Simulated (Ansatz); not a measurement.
Input, command and steps of an Ansatz relaxation.

```yaml
crystal:
  lattice:
    - [2.631241728, 0.0, 0.0]
    - [-1.315620864, 2.2787221799, 0.0]
    - [0.0, 0.0, 4.5240332534]
  atoms:
    - { symbol: Pt, position: [0.6666666667, 0.3333333333, 0.75] }
    - { symbol: Pt, position: [0.3333333333, 0.6666666667, 0.25] }
basis:
  ecutwfc: 500
kpoints:
  mp_grid: { grid: [18, 18, 10] }
hamiltonian:
  xc: r2scan
scf:
  occupations: { method: gaussian, width: 0.1 }
output:
  forces: true
  stress: true
  eigenvalues: true
relax:
  adjacent_minimum: "off"
  f_tol: 0.01
  max_steps: 30
  cell: { stress_tol: 0.1, fix: [volume] }
```

```bash
ansatz run input.yaml --threads 1 --pin off --max-ram 2560MiB --backend cpu --events-out ev --progress --plain --runs-dir out
```

Level of theory: DFT r2SCAN, scalar-relativistic, plane waves, PAW (Ansatz).

The volume is held at 0.88 times that of the relaxed cell.

Of 4 frames 3 are shown, positions in Å and forces in eV/Å; the SCF threshold varies from step to step. Steps run on the plane waves of an earlier cell, with a Pulay correction in the pressure. The basis is chosen afresh for the last frame, the zero of the energies, and at times for earlier ones too; energy and pressure step there, also at an unchanged geometry.

```xyz
2
Lattice="2.6312 0.0000 0.0000 -1.3156 2.2787 0.0000 0.0000 0.0000 4.5240" Properties=species:S:1:pos:R:3:forces:R:3 pbc="T T T" step=1 free_energy_over_end_meV_per_atom=0.15 pressure_GPa=47.46
Pt    1.3156    0.7596    3.3930    0.0000    0.0000    0.0000
Pt    0.0000    1.5191    1.1310    0.0000    0.0000    0.0000
2
Lattice="2.6356 0.0000 0.0000 -1.3178 2.2825 0.0000 0.0000 0.0000 4.5090" Properties=species:S:1:pos:R:3:forces:R:3 pbc="T T T" step=2 free_energy_over_end_meV_per_atom=0.02 pressure_GPa=47.32
Pt    1.3178    0.7608    3.3818    0.0000    0.0000    0.0000
Pt    0.0000    1.5217    1.1273    0.0000    0.0000    0.0000
2
Lattice="2.6345 0.0000 0.0000 -1.3172 2.2815 0.0000 0.0000 0.0000 4.5129" Properties=species:S:1:pos:R:3:forces:R:3 pbc="T T T" step=4 free_energy_over_end_meV_per_atom=0.00 pressure_GPa=47.36
Pt    1.3172    0.7605    3.3847    0.0000    0.0000    0.0000
Pt    0.0000    1.5210    1.1282    0.0000    0.0000    0.0000
```

Time: 47 s on 1 thread of Arm Neoverse V2, with other jobs on the host, peak memory 0.47 GiB.

Spin–orbit coupling is left out, which can shift energies with elements as heavy as these.